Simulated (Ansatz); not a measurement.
**Lattice vibrations of Cd4SeS3 at Γ**

Theory: DFT PBE, scalar-relativistic, plane waves, PAW (Ansatz 0.2.0). Settings: 420 eV plane-wave cutoff, Γ-centred 6×6×6 mesh, fixed occupations. No spin polarisation. Phonons by linear response, acoustic sum rule imposed.

The cell, relaxed at this level:
```
CELL_PARAMETERS angstrom
5.99339 0.00000 0.00000
0.00000 5.99339 0.00000
0.00000 0.00000 5.99339
ATOMIC_POSITIONS crystal
Cd 0.24407 0.75593 0.24407
Cd 0.24407 0.24407 0.75593
Cd 0.75593 0.75593 0.75593
Cd 0.75593 0.24407 0.24407
Se 0.50000 0.50000 0.50000
S 0.50000 0.00000 0.00000
S 0.00000 0.00000 0.50000
S 0.00000 0.50000 0.00000
```

It was reached by relaxing an invented guess, and it needn't be the stable form of this composition. The run warned that its linear response isn't converged on this k mesh, so dielectric tensors, Born charges and infrared intensities are rough, and the frequencies may be too.

Optical modes at Γ (transverse, no macroscopic field):
```tsv
frequency (cm⁻¹)	degeneracy	IR intensity of the level ((D/Å)²/amu)
50	3	0.00
52	3	0.00
139	2	0.00
140	1	0.00
171	3	15.86
225	3	35.20
250	3	0.00
260	3	0.08
```

All 21 optical modes at Γ are real: no displacement of atoms at fixed cell lowers the energy to second order. Strains and modes at other wave vectors aren't tested by this run.

```json
{
 "Electronic dielectric constant ε∞ (principal values)": "6.66",
 "Static dielectric constant ε0 (principal values)": "10.7",
 "Refractive index √ε∞, mean": "2.58",
 "Kohn–Sham gap on the mesh": "0.87 eV",
 "Cost": "8.2 min on 4 threads of Arm Neoverse V1, on a shared host, peak memory 5.6 GiB"
}
```

Born effective charges (e):
```tsv
atom	Z*xx	Z*yy	Z*zz	mean
Cd (atom 1)	2.25	2.25	2.25	2.25
Se (atom 5)	-2.05	-2.05	-2.05	-2.05
S (atom 6)	-2.36	-2.31	-2.31	-2.32
```
